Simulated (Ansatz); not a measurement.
The relaxed structure here is a generated cell of Cu2AgPS4: the first start was made by placing the elements on the sites of a structure type, and the end was not matched to a known phase here, so it may be hypothetical.

The start is a generated cell, Cu2AgPS4 built in the AFLOW prototype A2BC4D_tI16_121_d_a_i_b (H2_6, as in FeCu2SnS4). The structure is fully relaxed (lattice and positions, P = 0) with r2SCAN (plane waves to 500 eV, PAW, scalar-relativistic; Ansatz, a quantum-chemistry and plane-wave program). The first steps use a coarse 6×6×6 k-mesh.

Starting cell:
```
Cu2AgPS4
1.0
   -2.67425     2.67425     5.25298
    2.67425    -2.67425     5.25298
    2.67425     2.67425    -5.25298
Cu Ag S P
2 1 4 1
Direct
  0.25000   0.75000   0.50000
  0.75000   0.25000   0.50000
  0.00000   0.00000   0.00000
  0.37700   0.88700   0.00000
  0.11300   0.11300   0.49000
  0.62300   0.62300   0.51000
  0.88700   0.37700   0.00000
  0.50000   0.50000   0.00000
```

```json
{
 "largest_initial_force": "2.50 eV/Å, on S4, S5, S6, S7 (atoms numbered as listed)",
 "outcome": "The space group stays I-42m (No. 121) (the run could not lower it); the end is AFLOW prototype A2BC4D_tI16_121_d_a_i_b (H2_6, as in FeCu2SnS4), with 8 atoms in the primitive cell",
 "energy_released": "0.25 eV/atom",
 "volume_change": "-1.9 %, from 18.78 to 18.42 Å³/atom",
 "Shortest distances (start → end)": "The closest pairs of elements (up to four, under 3.6 Å), start → end: P–S 2.38 → 2.08 Å; Cu–S 2.26 → 2.30 Å; Ag–S 2.31 → 2.55 Å; S–S 3.65 → 3.33 Å",
 "band_gap_at_the_end": "1.63 eV, indirect (valence top at X, conduction bottom at Γ) (no spin-orbit coupling)",
 "optimiser_moves": "7"
}
```

It ends as:

```cif
data_Ag2Cu4P2S8
_chemical_formula_sum 'Cu4 Ag2 S8 P2'
_space_group_name_H-M_alt 'I-42m'
_space_group_IT_number 121
_space_group_name_Hall 'I -4 2'
_cell_length_a 5.50184
_cell_length_b 5.50184
_cell_length_c 9.73637
_cell_angle_alpha 90.000
_cell_angle_beta 90.000
_cell_angle_gamma 90.000
loop_
_atom_site_label
_atom_site_type_symbol
_atom_site_symmetry_multiplicity
_atom_site_Wyckoff_symbol
_atom_site_fract_x
_atom_site_fract_y
_atom_site_fract_z
_atom_site_occupancy
Cu1 Cu 4 d 0.00000 0.50000 0.25000 1
Ag1 Ag 2 a 0.00000 0.00000 0.00000 1
S1 S 8 i 0.21399 0.21399 0.37223 1
P1 P 2 b 0.00000 0.00000 0.50000 1
```
(The calculation used a cell of 8 atoms; values per cell refer to that cell.)

Final values are on a 9×9×9 k-mesh of the relaxed cell. No spin polarisation in the result.

The run could not lose the symmetry of its start: the end is stationary, and may be a saddle point rather than a minimum.
